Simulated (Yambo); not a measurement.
Yambo run on Ba₂NF (space group R-3m, No. 166). The wavefunctions are norm-conserving PBEsol (Quantum ESPRESSO, 84 Ry, scalar-relativistic) ones on a 4×4×4 mesh (16 occupied bands); a = b = c = 6.9825 Å, α = β = γ = 32.81°.

Yambo input:

```
rim_cut
gw0
dyson
el_el_corr
HF_and_locXC
ppa
em1d
RandQpts= 1000000
RandGvec= 1 Ry
EXXRLvcs= 84 Ry
VXCRLvcs= 336 Ry
Chimod= "HARTREE"
% BndsRnXp
 1 | 85 |
%
NGsBlkXp= 7 Ry
% LongDrXp
 1.0 | 1.0 | 1.0 |
%
PPAPntXp= 27.2114 eV
% GbndRnge
 1 | 85 |
%
GTermKind= "BG"
DysSolver= "n"
ExtendOut
% QPkrange
 7 | 7 | 16 | 17 |
%
```

k points by index: 7 = F.

Table of the .qp output:

```
#    K-point    Band    Eo [eV]    E [eV]    E-Eo [eV]    Vxc [eV]    Vnlxc [eV]    Sc|Eo [eV]    Sc|E [eV]    dSc/dw|Eo [eV]    Re(Z)    Im(Z)
#
    7    16    0.000000    -0.369773    -0.369773    -14.98330    -18.14062    2.679012    2.787549    -7.984555    0.773136    -0.001617
    7    17    0.894243    1.347487    0.453244    -8.737831    -4.544450    -3.649080    -3.740137    -5.465466    0.832740    -0.001160
```
(The two width columns are left out.) Convergence of these settings isn't established.

Geometry relaxed with PBEsol.

The structure is a Materials Project entry; no match was found in the copy of COD used, and its stability was not checked.
